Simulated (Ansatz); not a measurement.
# Phonons of YbB2 in the AlB2-type structure

Level of theory: DFT, PBEsol, scalar-relativistic, no spin polarisation; plane waves to 420 eV with PAW datasets (Ansatz 0.2.0), Gaussian smearing of 0.15 eV; PAW files: Ansatz's generated set soft_2.

```
CELL_PARAMETERS angstrom
3.20129 0.00000 0.00000
-1.60064 2.77239 0.00000
0.00000 0.00000 3.78805
ATOMIC_POSITIONS crystal
Yb 0.00000 0.00000 0.00000
B 0.33333 0.66667 0.50000
B 0.66667 0.33333 0.50000
```

The start was a prototype's sites filled with these elements; the Crystallography Open Database holds the compound in this structure.

Force constants come from finite displacements in a 3×3×2 supercell (the unit cell's 12×12×10 k-mesh, folded to it); the long-range dipole term is not included. Points in reciprocal vectors of this cell: Γ = (0.000, 0.000, 0.000), M = (0.500, 0.000, 0.000), K = (0.333, 0.333, 0.000), A = (0.000, 0.000, 0.500), L = (0.500, 0.000, 0.500), H = (0.333, 0.333, 0.500).

Q: Is the structure dynamically stable along this path, and where does the spectrum end?

A: Yes: no branch is imaginary beyond numerical noise. The highest frequency is 662 cm⁻¹, at L. Points that don't fit the supercell are interpolated.

Frequencies at the named points (cm⁻¹, imaginary ones negative):
```tsv
point	ω (cm⁻¹)
Γ	0 0 0 281 281 353 585 586 586
M	106 122 163 448 459 513 575 596 656
K	121 140 140 471 471 573 579 579 611
A	113 113 150 287 287 386 543 546 546
L	118 119 142 427 474 509 594 601 662
H	114 141 141 467 467 590 590 592 604
```

Q: What does the harmonic approximation give for the vibrational free energy, entropy and heat capacity?

A: Zero-point energy 71.8 meV/atom.
| T (K) | F_vib (meV/atom) | S (J/K per mole of atoms) | C_V (J/K per mole of atoms) |
| --- | --- | --- | --- |
| 100 | 69.9 | 5.1 | 7.3 |
| 200 | 61.0 | 12.2 | 13.8 |
| 300 | 44.9 | 18.7 | 18.3 |
| 400 | 22.5 | 24.3 | 20.7 |
| 500 | -5.2 | 29.1 | 22.0 |
| 600 | -37.6 | 33.2 | 22.9 |
| 700 | -73.8 | 36.8 | 23.4 |
| 800 | -113.6 | 39.9 | 23.7 |
| 900 | -156.4 | 42.7 | 24.0 |
| 1000 | -202.0 | 45.2 | 24.1 |

The highest mode, 662 cm⁻¹, is worth 950 K. At 300 K the heat capacity has reached 73 % of the classical limit 3R = 24.9 J/K per mole of atoms, since the stiffer modes are still partly frozen out.

The crystal is a metal or nearly so; low and unstable modes depend on mesh and smearing.

It ran for 3.2 min on 4 threads of AMD EPYC 9R45 96-Core Processor (Zen 5) (shared host), peak memory 6.7 GiB.

Without a U the 4f levels of Yb lie too near the Fermi level, so their share of the states there, and what hangs on it, is overstated. No spin–orbit coupling, a notable omission for heavy elements. Spin polarisation wasn't allowed in this run, so with an open shell this may not be the ground state.
